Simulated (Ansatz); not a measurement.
The start is a relaxed ZnO cell shaken by Gaussian noise of σ = 0.08 Å a coordinate. A full variable-cell relaxation at zero pressure is run with PBEsol (plane waves to 420 eV, PAW, scalar-relativistic; Ansatz, a quantum-chemistry and plane-wave program). The first steps use a coarse 7×7×2 k-mesh.

Input geometry:
```
CELL_PARAMETERS angstrom
      3.22029     0.00000     0.00000
     -1.61015     2.78885     0.00000
      0.00000     0.00000    15.72347
ATOMIC_POSITIONS crystal
  Zn 0.04362 0.06934 0.00112
  Zn 0.01513 0.98563 0.50293
  Zn 0.65331 0.33451 0.84185
  Zn 0.32667 0.61589 0.32793
  Zn 0.66884 0.32176 0.16419
  Zn 0.30696 0.68677 0.66944
  O  0.00081 0.95584 0.87491
  O  0.99481 0.00131 0.37493
  O  0.71360 0.37134 0.71505
  O  0.34526 0.69717 0.21953
  O  0.68612 0.34366 0.03470
  O  0.34719 0.67594 0.54613
```

- Initial pressure: +3.5 GPa (positive: the cell is compressed)
- Energy released: 0.11 eV/atom
- Relative to the parent: It relaxes back to the parent, P6₃mc (No. 186)
- Band gap at the end: 0.63 eV, direct at Γ (no spin-orbit coupling)
- Optimiser moves: 4

Final structure:

```cif
data_O6Zn6
_chemical_formula_sum 'Zn6 O6'
_space_group_name_H-M_alt 'P63mc'
_space_group_IT_number 186
_space_group_name_Hall 'P 6c -2c'
_cell_length_a 3.22043
_cell_length_b 3.22043
_cell_length_c 15.72323
_cell_angle_alpha 90.000
_cell_angle_beta 90.000
_cell_angle_gamma 120.000
loop_
_atom_site_label
_atom_site_type_symbol
_atom_site_symmetry_multiplicity
_atom_site_Wyckoff_symbol
_atom_site_fract_x
_atom_site_fract_y
_atom_site_fract_z
_atom_site_occupancy
Zn1 Zn 2 a 0.00000 0.00000 0.00202 1
Zn2 Zn 2 b 0.33333 0.66667 0.33549 1
Zn3 Zn 2 b 0.66667 0.33333 0.16874 1
O1 O 2 a 0.00000 0.00000 0.37680 1
O2 O 2 b 0.33333 0.66667 0.21004 1
O3 O 2 b 0.66667 0.33333 0.04327 1
```

Final values are on a 10×10×2 k-mesh of the relaxed cell. No spin polarisation in the result.

The first start was generated by placing the elements on the sites of a structure type. A measured structure of ZnO has the same space group, P6₃mc (No. 186); the sites were not compared with it.
